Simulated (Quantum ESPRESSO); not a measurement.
Ti2NbO5F3, one run as intended and one with a planted mistake

Computed values, not a measurement. The program is pw.x of Quantum ESPRESSO 7.5 (plane-wave density functional theory). The cell is made up: 11 atoms on a fluorite lattice with one site empty, with randomly drawn elements, strain and displacements, not relaxed. PseudoDojo standard norm-conserving files (v0.5 for PBE, v0.4.1 for LDA and PBEsol) set the functional; there is no spin polarisation, spin-orbit coupling or dispersion term, and the masses in the input are unused placeholders.

Intended input:

```
&control calculation='scf', pseudo_dir='./dojo.nc.sr.pbe.v0_5.standard.upf', outdir='./o', disk_io='medium', tprnfor=.true., tstress=.true. /
&system ibrav=0, nat=11, ntyp=4, nbnd=50, ecutwfc=84.00895049, nosym=.true., tot_charge=0,
 occupations='smearing', smearing='fd', degauss=0.0018374661
/
&electrons conv_thr=7.350e-09, electron_maxstep=60, /
ATOMIC_SPECIES
F 1.0 F.upf
Nb 1.0 Nb.upf
O 1.0 O.upf
Ti 1.0 Ti.upf
CELL_PARAMETERS angstrom
4.9077 -0.0116 0.0948
-0.0116 4.85 -0.0555
0.0948 -0.0555 5.0289
ATOMIC_POSITIONS angstrom
Ti 0.0713 2.5131 2.4192
Nb 2.4499 -0.0453 2.4376
Ti 2.5397 2.5038 0.0211
O 1.2798 1.1422 1.2242
O 1.3058 0.9646 3.7496
O 1.2835 3.448 1.2567
F 1.5204 3.5423 3.657
O 3.6964 1.2432 1.3524
F 3.6277 1.1911 3.8387
F 3.6433 3.5926 1.1109
O 3.829 3.5757 3.8625
K_POINTS automatic
5 5 4 1 1 1
```

The log is shortened where brackets say so; the opening notice, blank lines, dates and the lines on written files are dropped, and the path of the files is cut. It prints rydbergs, bohrs and kilobars, and counts compression as positive stress. Where no state is partly filled, the Fermi energy that it prints is only some level between the filled and the empty states on the mesh, and need not lie in the true gap.

Log of the intended run:

```
     Program PWSCF v.7.5
     Parallel version (MPI & OpenMP), running on       1 processor cores
     Number of MPI processes:                 1
     Threads/MPI process:                     1
     [start-up lines left out]
     bravais-lattice index     =            0
     lattice parameter (alat)  =       9.2760  a.u.
     unit-cell volume          =     807.3731 (a.u.)^3
     number of atoms/cell      =           11
     number of atomic types    =            4
     number of electrons       =        88.00
     number of Kohn-Sham states=           50
     kinetic-energy cutoff     =      84.0090  Ry
     charge density cutoff     =     336.0358  Ry
     scf convergence threshold =      7.3E-09
     mixing beta               =       0.7000
     number of iterations used =            8  plain     mixing
     Exchange-correlation= PBE
                           (   1   4   3   4   0   0   0)
     [axes and pseudopotential details left out]
   Cartesian axes
     site n.     atom                  positions (alat units)
         1        Ti     tau(   1) = (   0.0145254   0.5119759   0.4928464  )
         2        Nb     tau(   2) = (   0.4991006  -0.0092286   0.4965949  )
         3        Ti     tau(   3) = (   0.5173950   0.5100813   0.0042986  )
         4        O      tau(   4) = (   0.2607245   0.2326923   0.2493975  )
         5        O      tau(   5) = (   0.2660213   0.1965111   0.7638792  )
         6        O      tau(   6) = (   0.2614783   0.7024364   0.2560185  )
         7        F      tau(   7) = (   0.3097402   0.7216475   0.7450145  )
         8        O      tau(   8) = (   0.7530412   0.2532683   0.2755148  )
         9        F      tau(   9) = (   0.7390454   0.2426543   0.7820310  )
        10        F      tau(  10) = (   0.7422235   0.7318948   0.2263157  )
        11        O      tau(  11) = (   0.7800548   0.7284518   0.7868796  )
     number of k points=    50  Fermi-Dirac smearing, width (Ry)=  0.0018
                       cart. coord. in units 2pi/alat
        k(    1) = (   0.0979189   0.1028311   0.1212995), wk =   0.0400000
        k(    2) = (   0.0932095   0.1056136   0.3654400), wk =   0.0400000
     [further k points left out]
     Dense  grid:    83897 G-vectors     FFT dimensions: (  60,  54,  60)
     Estimated max dynamical RAM per process >     127.73 MB
     Initial potential from superposition of free atoms
     starting charge      87.9945, renormalised to      88.0000
     Starting wfcs are   62 randomized atomic wfcs
     total cpu time spent up to now is       18.8 secs
     per-process dynamical memory:    80.9 Mb
     Self-consistent Calculation
     iteration #  1     ecut=    84.01 Ry     beta= 0.70
     Davidson diagonalization with overlap
     ethr =  1.00E-02,  avg # of iterations =  2.0
     total cpu time spent up to now is       49.9 secs
     total energy              =    -672.57624801 Ry
     estimated scf accuracy    <       5.98736812 Ry
     iteration #  2     ecut=    84.01 Ry     beta= 0.70
     Davidson diagonalization with overlap
     ethr =  6.80E-03,  avg # of iterations =  8.5
     total cpu time spent up to now is      117.3 secs
     total energy              =    -664.73357053 Ry
     estimated scf accuracy    <      98.60354693 Ry
     [iterations 3 to 23 left out]
     iteration # 24     ecut=    84.01 Ry     beta= 0.70
     Davidson diagonalization with overlap
     ethr =  1.02E-11,  avg # of iterations =  8.0
     total cpu time spent up to now is      953.6 secs
     total energy              =    -675.96323156 Ry
     estimated scf accuracy    <       0.00000002 Ry
     iteration # 25     ecut=    84.01 Ry     beta= 0.70
     Davidson diagonalization with overlap
     ethr =  1.02E-11,  avg # of iterations =  2.0
     total cpu time spent up to now is      977.7 secs
     End of self-consistent calculation
     [lines on levels left out]
     the Fermi energy is     9.6130 ev
!    total energy              =    -675.96323156 Ry
     estimated scf accuracy    <          3.9E-09 Ry
     smearing contrib. (-TS)   =      -0.00000001 Ry
     internal energy E=F+TS    =    -675.96323155 Ry
     The total energy is F=E-TS. E is the sum of the following terms:
     one-electron contribution =    -234.15834061 Ry
     hartree contribution      =     163.50057684 Ry
     xc contribution           =    -135.51699607 Ry
     ewald contribution        =    -469.78847172 Ry
     convergence has been achieved in  25 iterations
     Forces acting on atoms (cartesian axes, Ry/au):
     atom    1 type  4   force =     0.01102228   -0.11568783   -0.01174875
     atom    2 type  2   force =    -0.10464194    0.23232197   -0.01528319
     atom    3 type  4   force =    -0.02262132   -0.11390903    0.00133899
     atom    4 type  3   force =     0.04272638   -0.02957350    0.04168489
     atom    5 type  3   force =     0.02165255    0.05403019   -0.07812041
     atom    6 type  3   force =     0.00951355    0.03361173    0.03287935
     atom    7 type  1   force =    -0.04708788   -0.07242834    0.03226111
     atom    8 type  3   force =    -0.00743380    0.03835560    0.05812697
     atom    9 type  1   force =     0.02872198   -0.00820056   -0.00813031
     atom   10 type  1   force =     0.05565766    0.03121050    0.05473859
     atom   11 type  3   force =     0.01249055   -0.04973072   -0.10774724
     Total force =     0.379728     Total SCF correction =     0.000163
     Computing stress (Cartesian axis) and pressure
          total   stress  (Ry/bohr**3)                   (kbar)     P=      -42.76
  -0.00011693   0.00034282   0.00019994          -17.20       50.43       29.41
   0.00034282   0.00001772   0.00016006           50.43        2.61       23.55
   0.00019994   0.00016006  -0.00077283           29.41       23.55     -113.69
     init_run     :     16.50s CPU     18.62s WALL (       1 calls)
     electrons    :    895.46s CPU    958.91s WALL (       1 calls)
     forces       :      4.58s CPU      4.62s WALL (       1 calls)
     stress       :     17.00s CPU     17.06s WALL (       1 calls)
     [timing details left out]
     PWSCF        :  15m33.79s CPU  16m39.62s WALL
     JOB DONE.
```

A second run has one planted mistake: the cell and the positions are scaled by a wrong factor. The input lines that differ, file-writing options aside:

```
- 4.9077 -0.0116 0.0948
+ 4.838 -0.0114 0.0935
- -0.0116 4.85 -0.0555
+ -0.0114 4.7811 -0.0547
- 0.0948 -0.0555 5.0289
+ 0.0935 -0.0547 4.9575
- Ti 0.0713 2.5131 2.4192
+ Ti 0.0703 2.4774 2.3848
- Nb 2.4499 -0.0453 2.4376
+ Nb 2.4151 -0.0447 2.403
- Ti 2.5397 2.5038 0.0211
+ Ti 2.5036 2.4682 0.0208
- O 1.2798 1.1422 1.2242
+ O 1.2616 1.126 1.2068
- O 1.3058 0.9646 3.7496
+ O 1.2873 0.9509 3.6964
- O 1.2835 3.448 1.2567
+ O 1.2653 3.399 1.2389
- F 1.5204 3.5423 3.657
+ F 1.4988 3.492 3.6051
- O 3.6964 1.2432 1.3524
+ O 3.6439 1.2255 1.3332
- F 3.6277 1.1911 3.8387
+ F 3.5762 1.1742 3.7842
- F 3.6433 3.5926 1.1109
+ F 3.5916 3.5416 1.0951
- O 3.829 3.5757 3.8625
+ O 3.7746 3.5249 3.8077
```

Its log:

```
     Program PWSCF v.7.5
     Parallel version (MPI & OpenMP), running on       1 processor cores
     Number of MPI processes:                 1
     Threads/MPI process:                     1
     [start-up lines left out]
     bravais-lattice index     =            0
     lattice parameter (alat)  =       9.1442  a.u.
     unit-cell volume          =     773.4600 (a.u.)^3
     number of atoms/cell      =           11
     number of atomic types    =            4
     number of electrons       =        88.00
     number of Kohn-Sham states=           50
     kinetic-energy cutoff     =      84.0090  Ry
     charge density cutoff     =     336.0358  Ry
     scf convergence threshold =      7.3E-09
     mixing beta               =       0.7000
     number of iterations used =            8  plain     mixing
     Exchange-correlation= PBE
                           (   1   4   3   4   0   0   0)
     [axes and pseudopotential details left out]
   Cartesian axes
     site n.     atom                  positions (alat units)
         1        Ti     tau(   1) = (   0.0145280   0.5119741   0.4928376  )
         2        Nb     tau(   2) = (   0.4990993  -0.0092376   0.4965987  )
         3        Ti     tau(   3) = (   0.5173885   0.5100728   0.0042985  )
         4        O      tau(   4) = (   0.2607195   0.2326967   0.2493947  )
         5        O      tau(   5) = (   0.2660306   0.1965109   0.7638900  )
         6        O      tau(   6) = (   0.2614841   0.7024299   0.2560284  )
         7        F      tau(   7) = (   0.3097387   0.7216491   0.7450221  )
         8        O      tau(   8) = (   0.7530404   0.2532592   0.2755162  )
         9        F      tau(   9) = (   0.7390497   0.2426576   0.7820345  )
        10        F      tau(  10) = (   0.7422322   0.7318993   0.2263110  )
        11        O      tau(  11) = (   0.7800506   0.7284481   0.7868910  )
     number of k points=    50  Fermi-Dirac smearing, width (Ry)=  0.0018
                       cart. coord. in units 2pi/alat
        k(    1) = (   0.0979170   0.1028305   0.1212979), wk =   0.0400000
        k(    2) = (   0.0932053   0.1056124   0.3654374), wk =   0.0400000
     [further k points left out]
     Dense  grid:    80505 G-vectors     FFT dimensions: (  54,  54,  60)
     Estimated max dynamical RAM per process >     121.93 MB
     Initial potential from superposition of free atoms
     starting charge      87.9945, renormalised to      88.0000
     Starting wfcs are   62 randomized atomic wfcs
     total cpu time spent up to now is       22.6 secs
     per-process dynamical memory:    76.9 Mb
     Self-consistent Calculation
     iteration #  1     ecut=    84.01 Ry     beta= 0.70
     Davidson diagonalization with overlap
     ethr =  1.00E-02,  avg # of iterations =  2.0
     total cpu time spent up to now is       69.5 secs
     total energy              =    -672.72974347 Ry
     estimated scf accuracy    <       5.78054285 Ry
     iteration #  2     ecut=    84.01 Ry     beta= 0.70
     Davidson diagonalization with overlap
     ethr =  6.57E-03,  avg # of iterations =  9.1
     total cpu time spent up to now is      166.3 secs
     total energy              =    -665.05755346 Ry
     estimated scf accuracy    <      91.46238424 Ry
     [iterations 3 to 21 left out]
     iteration # 22     ecut=    84.01 Ry     beta= 0.70
     Davidson diagonalization with overlap
     ethr =  4.10E-11,  avg # of iterations =  3.3
     total cpu time spent up to now is     1127.2 secs
     total energy              =    -675.96353319 Ry
     estimated scf accuracy    <          9.7E-09 Ry
     iteration # 23     ecut=    84.01 Ry     beta= 0.70
     Davidson diagonalization with overlap
     ethr =  1.10E-11,  avg # of iterations =  4.8
     total cpu time spent up to now is     1176.5 secs
     End of self-consistent calculation
     [lines on levels left out]
     the Fermi energy is    10.3302 ev
!    total energy              =    -675.96353319 Ry
     estimated scf accuracy    <          1.6E-09 Ry
     smearing contrib. (-TS)   =      -0.00000000 Ry
     internal energy E=F+TS    =    -675.96353319 Ry
     The total energy is F=E-TS. E is the sum of the following terms:
     one-electron contribution =    -224.15206204 Ry
     hartree contribution      =     160.57401303 Ry
     xc contribution           =    -135.82788850 Ry
     ewald contribution        =    -476.55759567 Ry
     convergence has been achieved in  23 iterations
     Forces acting on atoms (cartesian axes, Ry/au):
     atom    1 type  4   force =     0.00768960   -0.12758076   -0.00608290
     atom    2 type  2   force =    -0.09717389    0.23957451   -0.01701846
     atom    3 type  4   force =    -0.03257451   -0.12920310   -0.00310551
     atom    4 type  3   force =     0.03543478   -0.03140145    0.03370494
     atom    5 type  3   force =     0.00857827    0.06377126   -0.06844305
     atom    6 type  3   force =     0.00308671    0.04223320    0.02409286
     atom    7 type  1   force =    -0.05853166   -0.08112362    0.04367904
     atom    8 type  3   force =     0.00099027    0.03989656    0.05280490
     atom    9 type  1   force =     0.03944966   -0.01391651   -0.00735141
     atom   10 type  1   force =     0.07306290    0.03891912    0.05815856
     atom   11 type  3   force =     0.01998787   -0.04116920   -0.11043898
     Total force =     0.398080     Total SCF correction =     0.000067
     Computing stress (Cartesian axis) and pressure
          total   stress  (Ry/bohr**3)                   (kbar)     P=       42.31
   0.00045970   0.00039695   0.00014095           67.62       58.39       20.73
   0.00039695   0.00061927   0.00019084           58.39       91.10       28.07
   0.00014095   0.00019084  -0.00021610           20.73       28.07      -31.79
     init_run     :     20.95s CPU     22.44s WALL (       1 calls)
     electrons    :   1101.45s CPU   1153.96s WALL (       1 calls)
     forces       :      8.95s CPU      9.05s WALL (       1 calls)
     stress       :     32.47s CPU     32.60s WALL (       1 calls)
     [timing details left out]
     PWSCF        :  19m24.21s CPU  20m18.93s WALL
     JOB DONE.
```

|  | intended run | run with the mistake |
| --- | --- | --- |
| free energy (eV) | -9196.948 | -9196.952 |
| smearing term -TS (eV) | 0.0000 | 0.0000 |
| pressure (GPa) | -4.28 | 4.23 |
| largest force component (eV/Å) | 5.973 | 6.160 |
| largest change of a force component (eV/Å) |  | 0.448 |
| iterations | 25 | 23 |

For scale, a rerun of the intended cell at a cutoff of 1467 eV and k mesh 7 x 7 x 6 moved values by no more than 0.003 eV in energy, 0.06 GPa in stress and 0.004 eV/Å in force.